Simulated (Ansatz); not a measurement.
The cell below belongs to a search over invented structures; it isn't taken from experiment.

Input and command of a plane-wave DFT calculation in Ansatz:

```yaml
crystal:
  lattice:
    - [3.071041853, 0.0, 0.0]
    - [0.0, 4.4897424253, 0.0]
    - [0.0, 0.0, 7.1821903209]
  atoms:
    - { symbol: Zr, position: [0.0, 0.0, 0.0], spin: 0.35 }
    - { symbol: Te, position: [0.5, 0.5, 0.5] }
    - { symbol: Br, position: [0.5, 0.5, 0.0] }
basis:
  ecutwfc: 420
kpoints:
  mp_grid: { grid: [16, 10, 8] }
hamiltonian:
  xc: pbe
scf:
  occupations: { method: gaussian, width: 0.1 }
output:
  forces: true
  stress: true
  eigenvalues: true
  populations: true
magnetization:
  spin_polarized: true
relax:
  adjacent_minimum: "off"
  f_tol: 0.01
  max_steps: 80
  cell: { stress_tol: 0.05 }
```

```bash
ansatz run input.yaml --threads 1 --pin off --max-ram 2048MiB --backend cpu --events-out ev --progress --plain --runs-dir out
```

Processor: Arm Neoverse V1, 1 thread, on a host shared with other jobs.

**Question.** Estimate time, memory and problem size.

**Answer.** About 7.1 min, peak memory 1 GiB. It solves 22 bands at 270 k points (after reduction by symmetry) with about 1915 plane waves (on the last cell), in 49 SCF iterations over 5 ionic steps.
